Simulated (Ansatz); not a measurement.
Relaxed-ion elastic tensor of TaC (zinc blende, F-43m) in GPa (Voigt order), plane-wave PAW PBEsol (Ansatz code); density 11.66 g/cm³, 13.74 Å³ per atom.

```tsv
	1	2	3	4	5	6
1	336	188	188	0.0	0.0	0.0
2	188	336	188	0.0	0.0	0.0
3	188	188	336	0.0	0.0	0.0
4	0.0	0.0	0.0	85.5	0.0	0.0
5	0.0	0.0	0.0	0.0	85.5	0.0
6	0.0	0.0	0.0	0.0	0.0	85.5
```

Task: Is the crystal mechanically stable?

Result: Yes: the smallest eigenvalue of C is 85.5 GPa.

Task: Work out the Voigt, Reuss and Hill averages.

Result: K_V = 237, K_R = 237, K_H = 237; G_V = 81.0, G_R = 80.6, G_H = 80.8 GPa.

Task: Give Young's modulus, Poisson's ratio, Pugh's ratio and the universal anisotropy index.

Result: E = 9KG/(3K + G) = 218 GPa; ν = 0.35; K/G = 2.93 (ductile by the Pugh limit of 1.75); A_U = 5G_V/G_R + K_V/K_R − 6 = 0.02.

Task: Estimate the sound speeds and the Debye temperature.

Result: v_l = √((K + 4G/3)/ρ) = 5440 m/s, v_t = √(G/ρ) = 2630 m/s, mean 2960 m/s; Θ = (h/k)(3n/4πV)^(1/3) v_m = 368 K.

Task: Give the Zener ratio and Young's modulus along [100], [110] and [111].

Result: A = 2C44/(C11 − C12) = 1.15; 1/E = S11 − 2(S11 − S12 − S44/2)Γ with Γ = 0, 1/4, 1/3 gives 202, 221, 229 GPa.

Task: Solve the Christoffel equation for the three sound speeds along [100], [110], [111].

Result: Eigenvalues of C_ijkl n_j n_l equal ρv². In km/s, slowest first: [100] 2.71, 2.71, 5.37; [110] 2.52, 2.71, 5.46; [111] 2.59, 2.59, 5.49.

The start of the workflow was typed in or built on a structure type; neither database checked (COD, Materials Project) lists it. It is not the phase usual at ambient conditions (space group No. 225). The PBEsol relaxation kept the symmetry of its start; its stability against distortions is not shown here. The run is not spin-polarised. As this level gives no gap, shear constants depend on the k-mesh and smearing (Fermi–Dirac, 0.1 eV here). Spin–orbit coupling is left out wherever it is not named.

Potentials: the later of the program's two PAW sets.
